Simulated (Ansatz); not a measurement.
CdTe (zinc blende)

```xyz
2
Lattice="0.0000 3.3093 3.3093 3.3093 0.0000 3.3093 3.3093 3.3093 0.0000" Properties=species:S:1:pos:R:3 pbc="T T T"
Te     4.9639     4.9639     4.9639
Cd     0.0000     0.0000     0.0000
```

The slice is a {100} plane (indices of the conventional cell) through the point (0.000, 0.000, 0.000) (fractional), spanned by u = [100] and v = [0 1 -1] in vectors of this cell: u (4.68 Å) and v (4.68 Å, at 90° to u). It covers one period; positions are fractions (u, v).

Method: PBE (plane waves to 420 eV, PAW, scalar-relativistic; Ansatz, a program for electronic structure). k mesh 9×9×9. Near the nuclei the fields are pseudised (PAW); where an atom keeps semicore shells as valence, they peak there. CdTe was relaxed with its symmetry unable to fall. Spin-orbit coupling is left out, though Te is heavy. The PAW data are Ansatz's earlier set.

Three fields on this plane, each scaled to ten steps between its own extremes (0 low, 9 high; the total valence density on a logarithmic scale, the potential cut 8 eV below its top; x marks points blanked near nuclei; v = 0 in the bottom row):

Map A
```
|xxxxx33589998533xxxx|
|xxxx4335788875334xxx|
|xxxx3334566654333xxx|
|xx43222334443322234x|
|33332211122211122333|
|33332110001000112333|
|55543100000000013455|
|88753100000000013578|
|99864200000000024689|
|99864210000000124689|
|99864200000000024689|
|88753100000000013578|
|55543100000000013455|
|33332110001000112333|
|33332211122211122333|
|xx43222334443322234x|
|xxxx3334566654333xxx|
|xxxx4335788875334xxx|
|xxxxx33589998533xxxx|
|xxxxx33589998533xxxx|
```

Map B
```
|xxxxx15778887751xxxx|
|xxxx0367888887630xxx|
|xxxx1578888888751xxx|
|xx01468899999886410x|
|11356789999999876531|
|55678899999999988765|
|77788999999999998877|
|77889999999999999887|
|78889999999999999888|
|78889999999999999888|
|78889999999999999888|
|77889999999999999887|
|77788999999999998877|
|55678899999999988765|
|11356789999999876531|
|xx01468899999886410x|
|xxxx1578888888751xxx|
|xxxx0367888887630xxx|
|xxxxx15778887751xxxx|
|xxxxx15777777751xxxx|
```

Map C
```
|xxxxx87666666678xxxx|
|xxxx9866555556689xxx|
|xxxx8765555555678xxx|
|xx98765444444456789x|
|88876544333334456788|
|77665433222223345667|
|66654432111112344566|
|66554321100011234556|
|66554321000001234556|
|66554321000001234556|
|66554321000001234556|
|66554321100011234556|
|66654432111112344566|
|77665433222223345667|
|88876544333334456788|
|xx98765444444456789x|
|xxxx8765555555678xxx|
|xxxx9866555556689xxx|
|xxxxx87666666678xxxx|
|xxxxx87666666678xxxx|
```

Assign the maps to these fields: electron localisation function (ELF); valence electron density; electrostatic potential energy of an electron, from the cell's mean.

A is the electron localisation function (ELF); B is the electrostatic potential energy of an electron, from the cell's mean; C is the valence electron density.
